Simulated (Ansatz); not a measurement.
# From the elastic tensor of YHg2 to moduli and sound speeds

Method: DFT LDA, scalar-relativistic, plane waves, PAW in Ansatz. Plane waves to 420 eV; Γ-centred k mesh 12×12×12; Fermi-Dirac smearing of 0.15 eV. No spin polarisation.

The structure is hexagonal, space group P6/mmm (No. 191). Conventional cell: a = 4.790 Å, b = 4.790 Å, c = 3.357 Å, α = 90.00°, β = 90.00°, γ = 120.00°. Around Y (site symmetry 6/mmm) lie 12 Hg at 3.24 Å and 2 Y at 3.36 Å. Around Hg (site symmetry -6m2) lie 3 Hg at 2.77 Å.

In a metal, frequencies and elastic constants depend on the k mesh and the smearing, soft modes and shear constants most. Spin–orbit coupling is left out, which can shift energies with elements as heavy as these.

Relaxed-ion constants (GPa, on the Cartesian axes of the calculation):
C11 = 173.3, C12 = 79.0, C13 = 53.7, C22 = 173.3, C23 = 53.7, C33 = 89.3, C44 = 32.0, C55 = 32.0, C66 = 47.1 GPa; the others vanish.

Density 12.197 g/cm³; 3 atoms in 66.72 Å³.

The values that follow are for a polycrystal of randomly turned grains, by Hill's mean where one number stands.

With S = C⁻¹: B_V = (C11+C22+C33+2(C12+C13+C23))/9, G_V = (C11+C22+C33−C12−C13−C23+3(C44+C55+C66))/15, 1/B_R = S11+S22+S33+2(S12+S13+S23), 15/G_R = 4(S11+S22+S33−S12−S13−S23)+3(S44+S55+S66); Hill is their mean. Then v_l = √((B+4G/3)/ρ), v_t = √(G/ρ), v_m = [(2/v_t³+1/v_l³)/3]^(−1/3) and Θ = (ħ/k_B)·v_m·(6π²n/V)^(1/3) for n atoms in the volume V; E = 9BG/(3B+G), ν = (3B−2G)/(2(3B+G)) and A^U = 5G_V/G_R + B_V/B_R − 6.

| Quantity | Value |
| --- | --- |
| Bulk modulus, Voigt / Reuss / Hill | 89.9 / 77.6 / 83.7 GPa |
| Shear modulus, Voigt / Reuss / Hill | 38.9 / 36.5 / 37.7 GPa |
| Young's modulus | 98 GPa |
| Poisson ratio | 0.304 |
| Pugh ratio B/G | 2.22 (over 1.75, the rule of thumb for ductile) |
| Universal anisotropy index | 0.48 |
| Longitudinal and transverse sound speeds | 3314 and 1758 m/s |
| Debye temperature from the mean sound speed | 208 K |

Cost: 1 run of about 10 core-minutes, on Arm Neoverse V1 (shared hosts).